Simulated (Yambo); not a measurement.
```xyz
3
Lattice="4.5372 0.0000 0.0000 -2.2686 3.9293 0.0000 0.0000 0.0000 7.0659" Properties=species:S:1:pos:R:3 pbc="T T T"
I      2.2686     1.3098     5.2038
I      0.0000     2.6196     1.8621
Pb     0.0000     0.0000     0.0000
```

PbI2 (CdI2 type, space group P-3m1, No. 164): mean Im ε in 1 eV windows above the direct gap of 3.17 eV, for different electron-hole kernels (Yambo, broadening 0.15 eV, PBE (Quantum ESPRESSO, PseudoDojo norm-conserving, 70 Ry, without SOC) bands; 9×9×4 mesh, 6 valence and 4 conduction bands, static screening with 63 bands and a 4 Ry block, scissor 0.92 eV, Tamm-Dancoff; field along x).

| window (eV) | independent quasiparticles | RPA (no attraction) | BSE |
|---|---|---|---|
| 3.2 to 4.2 | 2.9 | 2.2 | 17 |
| 4.2 to 5.2 | 15 | 11 | 8.4 |
| 5.2 to 6.2 | 8.9 | 10 | 2.1 |
| 6.2 to 7.2 | 2.9 | 4.4 | 1.6 |

This run doesn't resolve bound excitons or single peaks, so only averages are given, and they too depend on the mesh; weight that the attraction moves below the gap isn't listed. All transitions below 7.66 eV are in the band window. The scissor comes from a G0W0 run whose convergence isn't established.

Spin-orbit coupling is left out; with 6p states at a band edge it can lower the gap by many tenths of an eV, most of a small gap.

Bands and orbitals come from the standard potentials; the scissor and the G0W0 gaps come from a run at the same geometry on the stringent ones, which hold whole semicore shells in the valence.

Geometry relaxed with PBEsol.
